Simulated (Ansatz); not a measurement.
InP (zinc blende), relaxed with LDA (Ansatz, a quantum-chemistry and plane-wave program, plane waves, PAW): a = b = c = 5.8268 Å, α = β = γ = 90.00°.

gap (eV): 0.58
ΔH_f (eV/atom): -0.21
B₀ by P(V) fit (GPa): 71.2
K_Hill (GPa): 71.3
G_Hill (GPa): 34.0
highest Γ mode, no LO–TO term (cm⁻¹): 304
electron conductivity mass (mₑ): 0.046
Θ_D (K): 301

Q: The same phase is relaxed and computed with PBE in the same code. What are the cell and these values now?

A: a = b = c = 5.959 Å, α = β = γ = 90.00°.

- gap (eV) = 0.44
- ΔH_f (eV/atom) = -0.24
- B₀ by P(V) fit (GPa) = 59.2
- K_Hill (GPa) = 59.6
- G_Hill (GPa) = 31.3
- highest Γ mode, no LO–TO term (cm⁻¹) = 284
- electron conductivity mass (mₑ) = 0.036
- Θ_D (K) = 291

All cells were relaxed under the symmetry of their starts (and spin orders); stability against distortions was not tested throughout. Spin–orbit coupling is left out wherever it is not named.

Potentials: the later of the program's two PAW sets.

Ansatz is a plane-wave DFT program.

Formation energies count from the lowest solids of the elements computed at the same level, not from gases.
